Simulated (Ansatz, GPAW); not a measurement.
Given: the input of a run of GPAW 26.7.0 (ASE script) on Ga3Se. Atoms were shifted at random by some hundredths of an Å from the given cell, which wasn't relaxed again for these runs. The cell comes from a database or a generator and needn't be the stable form of this composition.

run.py

```python
from ase import Atoms
from ase.dft.bandgap import bandgap
from ase.io import write
from ase.units import GPa
from gpaw import GPAW, PW, setup_paths

setup_paths.insert(0, '.')

atoms = Atoms(['Se', 'Ga', 'Ga', 'Ga'],
              cell=[[4.432465, 0.0, 0.0],
                    [0.0, 4.432465, 0.0],
                    [0.0, 0.0, 4.432465]],
              scaled_positions=[[0.000951, 0.002357, 0.002734],
                                [0.512288, 0.491497, -0.000398],
                                [0.506379, 0.001183, 0.497006],
                                [0.005023, 0.498488, 0.490964]],
              pbc=True)

calc = GPAW(mode=PW(600),
            xc='PBEsol',
            kpts={'size': (6, 6, 6), 'gamma': True},
            occupations={'name': 'fermi-dirac', 'width': 0.05},
            nbands=18,
            convergence={'density': 1e-05, 'energy': 1e-05},
            maxiter=150,
            txt='gpaw.txt')
atoms.calc = calc
energy = atoms.get_potential_energy()
forces = atoms.get_forces()
stress = atoms.get_stress()
calc.write('gs.gpw')
write('result.traj', atoms)
print(f'Energy: {energy:.6f} eV')
print('Forces (eV/A):')
print(forces.round(4))
print('Stress (GPa):', (stress / GPa).round(3))
print('Fermi level:', round(calc.get_fermi_level(), 4), 'eV')
print(f'Gap: {bandgap(calc)[0]:.4f} eV, direct: {bandgap(calc, direct=True)[0]:.4f} eV')
```

Potentials or basis: PAW data sets generated in the run's folder for this functional, pw.

Launch:

```bash
$ gpaw-setup -f PBEsol Ga Se
$ OMP_NUM_THREADS=1 python run.py
```

Question: Set up the same calculation for Ansatz 0.2.0. Potentials or basis there: all-electron LAPW, scalar-relativistic.

Answer: As run (cutoffs and basis follow the program's own potentials, and thresholds, step limits or extra output files can differ):

input.yaml

```yaml
crystal:
  lattice:
    - [4.432465, 0.0, 0.0]
    - [0.0, 4.432465, 0.0]
    - [0.0, 0.0, 4.432465]
  atoms:
    - { symbol: Se, position: [0.000951, 0.002357, 0.002734] }
    - { symbol: Ga, position: [0.512288, 0.491497, -0.000398] }
    - { symbol: Ga, position: [0.506379, 0.001183, 0.497006] }
    - { symbol: Ga, position: [0.005023, 0.498488, 0.490964] }
kpoints:
  mp_grid: { grid: [6, 6, 6] }
scf:
  occupations: { method: fermi_dirac, width: 0.05 }
hamiltonian:
  xc: pbesol
  pseudopotentials: { kind: all_electron, lapw: { basis_error: 0.001 } }
output:
  forces: true
  stress: true
  eigenvalues: true
  populations: true
```

Potentials or basis: all-electron LAPW, scalar-relativistic.

Launch:

```sh
$ ansatz run input.yaml --threads 2 --pin off --max-ram 8192MiB --backend cpu --events-out ev --progress --plain --runs-dir out
```

Both were run:

|  | GPAW | Ansatz |
| --- | --- | --- |
| Pressure | -3.8 GPa | -3.6 GPa |
| Largest force | 0.073 eV/Å | 0.070 eV/Å |

Where Ansatz's input types no cutoff or centring, it takes its own default and a Γ-centred mesh.

Pressure is positive in compression.
